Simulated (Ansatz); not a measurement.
A trial cell of SiP₅, before relaxation:

Space group F-43m (No. 216). a = 7.742 Å, b = 7.742 Å, c = 7.742 Å, α = 90.00°, β = 90.00°, γ = 90.00°
```tsv
atom	site	symmetry	x	y	z
Si	4a	-43m	0.0000	0.0000	0.0000
P	16e	.3m	0.3752	0.1248	0.1248
P	4d	-43m	0.2500	0.2500	0.7500
```

These are results of DFT PBE, scalar-relativistic, plane waves, PAW (Ansatz 0.2.0), not measurements. Cutoff 420 eV, Gaussian smearing, Γ-centred meshes. Cell and atoms relax first on a coarse mesh and then on a finer one. In between, the cell is made exact in the group found at 0.06 Å. In metals the finer mesh still leaves noise of several meV/atom or more. The steps can't lower the symmetry of their start. No spin polarisation.

A guess keeps its type if space group and coordination stay and the shape of the cell changes little (axis ratios within about 15 %, angles within 6°); the volume may change.

Problem. Does it keep its structure type, or change into something else?

Solution. It keeps its type. The symmetry stays F-43m (No. 216). The volume per atom shrinks by 19.7 %, from 19.3 to 15.5 Å³. The shortest distance goes from 2.73 Å (P–P) to 2.40 Å (P–P). Counting neighbours within 15 % of an atom's shortest distance, the start has P 6/16, Si 16 and the end P 6/16, Si 16.

The last run used a 10×10×10 mesh for its 6-atom cell and Gaussian smearing of 0.10 eV. An odd number of electrons in the primitive cell allows no gap without spin; a larger cell or a magnetic state could open one. The cell is a metal run without spin; a magnetic state may lie lower. Symmetry constrained the relaxation, so the result can be a saddle point. Another cell of SiP5 relaxed alike, in R-3m, lies 0.31 eV/atom lower, so this cell isn't the stable form at this level.

In counts of neighbours, a slash parts the counts of unlike sites.
